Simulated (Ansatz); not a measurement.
System: Pd (fcc type), 1 atom in the cell.

Theory: PBE, all-electron LAPW, point nucleus in Ansatz 0.2.0 development build.

k-mesh 4×4×4 Γ-centred; Fermi–Dirac smearing of 0.15 eV; no spin polarisation.

```
Pd
1.0
     0.00000    1.97040    1.97040
     1.97040    0.00000    1.97040
     1.97040    1.97040    0.00000
Pd
1
Direct
  0.00000 0.00000 0.00000
```

Q: Is the cell under compression or tension, and by how much?

A: The pressure is 0.37 GPa, so at these settings the cell is compressed and would expand.

The k-mesh is coarse, so these values belong to this mesh and can lie far from the converged ones.
